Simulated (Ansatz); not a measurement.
**Lattice dynamics of Mo**

Mo in the bcc lattice, relaxed with PBE.

```
Mo
1.0
    -1.58128    1.58128    1.58128
     1.58128   -1.58128    1.58128
     1.58128    1.58128   -1.58128
Mo
1
Direct
  0.00000 0.00000 0.00000
```

Settings of the Ansatz calculation: PBE; all-electron PAW datasets (no frozen core) at 320 eV; k mesh 8×8×8; Fermi–Dirac smearing of 0.1 eV; no spin. Harmonic phonons by finite displacements in cells commensurate with each q, in cm⁻¹; i marks an unstable mode.

Caveats: coarse k mesh; soft modes or ε∞ of this crystal moved by over a tenth between k meshes, so they aren't converged.

Problem. Give all 3 branches at q = (0.5, -0.5, 0.5) and q = (0, 0, 0.5) (reciprocal cell vectors).

Solution. q = (0.5, -0.5, 0.5): 185 (×3). q = (0, 0, 0.5): 103, 189, 259.

Time of the run on a server CPU (model not recorded), shared host: about 28 s of wall time (1.8 cores busy on average), 0.73 GiB of host memory.
